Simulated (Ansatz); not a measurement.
Computed with DFT r2SCAN, scalar-relativistic, plane waves, PAW in Ansatz 0.2.0.

Structure of K:

```yaml
crystal:
  lattice:
    - [4.31710, -4.31877, 0.00000]
    - [4.31710, 4.31877, 0.00000]
    - [0.00000, 0.00000, 11.59527]
  atoms:
    - { symbol: K, position: [0.50000, 0.00000, 0.31369] }
    - { symbol: K, position: [0.00000, 0.50000, 0.68631] }
    - { symbol: K, position: [0.00000, 0.50000, 0.31369] }
    - { symbol: K, position: [0.50000, 0.00000, 0.68631] }
    - { symbol: K, position: [0.00000, 0.00000, 0.00000] }
```

Plane waves to 500 eV, a k mesh through Γ of 6×6×4 on the computed 5-atom cell and Gaussian smearing (0.10 eV); no spin polarisation.

Levels along Γ–Y–C0 | Σ0–Γ–Z–A0 | E0–T–Y | Γ–S–R–Z–T, in eV from the Fermi level, sorted by energy at each point. Points in fractions of the primitive reciprocal vectors: Γ (0.000 0.000 0.000), Y (-0.500 0.500 0.000), C0 (-0.500 0.500 0.000), Σ0 (0.500 0.500 0.000), Z (0.000 0.000 0.500), A0 (0.500 0.500 0.500), E0 (-0.500 0.500 0.500), T (-0.500 0.500 0.500), S (0.000 0.500 0.000), R (0.000 0.500 0.500).
| point | k (1/Å, with 2π) | band 21 | band 22 | band 23 | band 24 | band 25 |
| --- | --- | --- | --- | --- | --- | --- |
| Γ | 0.000 | -2.14 | -0.97 | -0.64 | 1.19 | 1.89 |
| - | 0.104 | -2.09 | -0.92 | -0.60 | 1.08 | 1.78 |
| - | 0.208 | -1.94 | -0.78 | -0.48 | 0.84 | 1.34 |
| - | 0.312 | -1.70 | -0.54 | -0.28 | 0.59 | 0.94 |
| - | 0.416 | -1.36 | -0.22 | -0.01 | 0.39 | 0.62 |
| - | 0.520 | -0.94 | 0.17 | 0.19 | 0.38 | 0.38 |
| - | 0.624 | -0.45 | 0.12 | 0.23 | 0.60 | 0.67 |
| Y | 0.727 | -0.03 | 0.17 | 0.17 | 0.20 | 0.87 |
| - | 0.728 | -0.03 | 0.17 | 0.17 | 0.20 | 0.87 |
| - | 0.728 | -0.03 | 0.17 | 0.17 | 0.20 | 0.87 |
| - | 0.728 | -0.03 | 0.17 | 0.17 | 0.20 | 0.87 |
| - | 0.728 | -0.03 | 0.17 | 0.17 | 0.20 | 0.87 |
| - | 0.728 | -0.03 | 0.17 | 0.17 | 0.20 | 0.87 |
| - | 0.728 | -0.03 | 0.17 | 0.17 | 0.20 | 0.87 |
| C0 | 0.728 | -0.03 | 0.17 | 0.17 | 0.20 | 0.87 |
| Σ0 | 0.728 | -0.03 | 0.17 | 0.17 | 0.20 | 0.87 |
| - | 0.832 | -0.45 | 0.12 | 0.22 | 0.60 | 0.68 |
| - | 0.935 | -0.94 | 0.17 | 0.19 | 0.37 | 0.38 |
| - | 1.040 | -1.36 | -0.22 | -0.01 | 0.39 | 0.62 |
| - | 1.143 | -1.70 | -0.54 | -0.28 | 0.59 | 0.94 |
| - | 1.247 | -1.94 | -0.78 | -0.48 | 0.84 | 1.34 |
| - | 1.351 | -2.09 | -0.92 | -0.60 | 1.08 | 1.78 |
| Γ | 1.455 | -2.14 | -0.97 | -0.64 | 1.19 | 1.89 |
| - | 1.494 | -2.14 | -1.04 | -0.56 | 1.20 | 1.89 |
| - | 1.532 | -2.12 | -1.17 | -0.40 | 1.20 | 1.85 |
| - | 1.571 | -2.08 | -1.31 | -0.21 | 1.21 | 1.64 |
| - | 1.610 | -2.04 | -1.44 | -0.01 | 1.20 | 1.44 |
| - | 1.649 | -1.99 | -1.55 | 0.20 | 1.08 | 1.34 |
| - | 1.687 | -1.94 | -1.64 | 0.41 | 0.89 | 1.33 |
| Z | 1.726 | -1.91 | -1.68 | 0.58 | 0.72 | 1.33 |
| - | 1.830 | -1.86 | -1.63 | 0.60 | 0.77 | 1.21 |
| - | 1.934 | -1.71 | -1.49 | 0.68 | 0.92 | 0.98 |
| - | 2.038 | -1.47 | -1.25 | 0.67 | 0.89 | 1.01 |
| - | 2.142 | -1.14 | -0.93 | 0.50 | 0.80 | 0.87 |
| - | 2.246 | -0.72 | -0.53 | 0.36 | 0.61 | 0.62 |
| - | 2.350 | -0.24 | -0.07 | 0.27 | 0.45 | 0.53 |
| A0 | 2.454 | 0.19 | 0.25 | 0.29 | 0.40 | 0.40 |
| E0 | 2.454 | 0.19 | 0.25 | 0.29 | 0.40 | 0.40 |
| - | 2.454 | 0.19 | 0.25 | 0.29 | 0.40 | 0.40 |
| - | 2.454 | 0.19 | 0.25 | 0.29 | 0.40 | 0.40 |
| - | 2.454 | 0.19 | 0.25 | 0.29 | 0.40 | 0.40 |
| - | 2.454 | 0.19 | 0.25 | 0.29 | 0.40 | 0.40 |
| - | 2.454 | 0.19 | 0.25 | 0.29 | 0.40 | 0.40 |
| - | 2.454 | 0.19 | 0.25 | 0.29 | 0.40 | 0.40 |
| T | 2.454 | 0.19 | 0.25 | 0.29 | 0.40 | 0.40 |
| - | 2.493 | 0.15 | 0.28 | 0.30 | 0.37 | 0.37 |
| - | 2.531 | 0.09 | 0.27 | 0.32 | 0.32 | 0.38 |
| - | 2.570 | 0.05 | 0.25 | 0.27 | 0.27 | 0.47 |
| - | 2.609 | 0.01 | 0.23 | 0.23 | 0.23 | 0.57 |
| - | 2.647 | -0.01 | 0.20 | 0.20 | 0.21 | 0.68 |
| - | 2.686 | -0.03 | 0.18 | 0.18 | 0.20 | 0.79 |
| Y | 2.725 | -0.03 | 0.17 | 0.17 | 0.20 | 0.87 |
| Γ | 2.725 | -2.14 | -0.97 | -0.64 | 1.19 | 1.89 |
| - | 2.798 | -2.12 | -0.94 | -0.62 | 1.12 | 1.84 |
| - | 2.872 | -2.04 | -0.87 | -0.56 | 0.89 | 1.68 |
| - | 2.945 | -1.92 | -0.75 | -0.46 | 0.53 | 1.43 |
| - | 3.019 | -1.75 | -0.58 | -0.32 | 0.15 | 1.12 |
| - | 3.092 | -1.53 | -0.38 | -0.28 | -0.10 | 0.80 |
| - | 3.166 | -1.27 | -0.61 | -0.14 | 0.09 | 0.48 |
| S | 3.239 | -1.05 | -0.87 | 0.07 | 0.24 | 0.27 |
| - | 3.278 | -1.04 | -0.87 | -0.01 | 0.16 | 0.36 |
| - | 3.317 | -1.02 | -0.85 | -0.15 | 0.04 | 0.52 |
| - | 3.355 | -0.99 | -0.83 | -0.28 | -0.08 | 0.69 |
| - | 3.394 | -0.95 | -0.80 | -0.41 | -0.19 | 0.87 |
| - | 3.433 | -0.89 | -0.76 | -0.52 | -0.28 | 1.04 |
| - | 3.471 | -0.83 | -0.73 | -0.62 | -0.34 | 1.19 |
| R | 3.510 | -0.78 | -0.72 | -0.68 | -0.37 | 1.26 |
| - | 3.584 | -1.04 | -0.85 | -0.42 | -0.16 | 1.11 |
| - | 3.657 | -1.30 | -1.09 | -0.06 | 0.18 | 0.96 |
| - | 3.731 | -1.52 | -1.30 | 0.31 | 0.56 | 0.83 |
| - | 3.804 | -1.69 | -1.46 | 0.63 | 0.78 | 0.92 |
| - | 3.878 | -1.81 | -1.58 | 0.63 | 0.82 | 1.04 |
| - | 3.951 | -1.88 | -1.66 | 0.59 | 0.75 | 1.26 |
| Z | 4.025 | -1.91 | -1.68 | 0.58 | 0.72 | 1.33 |
| - | 4.128 | -1.86 | -1.63 | 0.60 | 0.77 | 1.21 |
| - | 4.232 | -1.71 | -1.49 | 0.68 | 0.92 | 0.98 |
| - | 4.336 | -1.47 | -1.25 | 0.67 | 0.89 | 1.01 |
| - | 4.440 | -1.14 | -0.93 | 0.50 | 0.80 | 0.87 |
| - | 4.544 | -0.72 | -0.53 | 0.36 | 0.61 | 0.63 |
| - | 4.648 | -0.24 | -0.07 | 0.27 | 0.45 | 0.53 |
| T | 4.752 | 0.19 | 0.25 | 0.29 | 0.40 | 0.40 |

This form isn't the element's structure at ambient conditions.

Cost: 1 run of about 4.7 core-minutes, on Arm Neoverse V2 (shared hosts).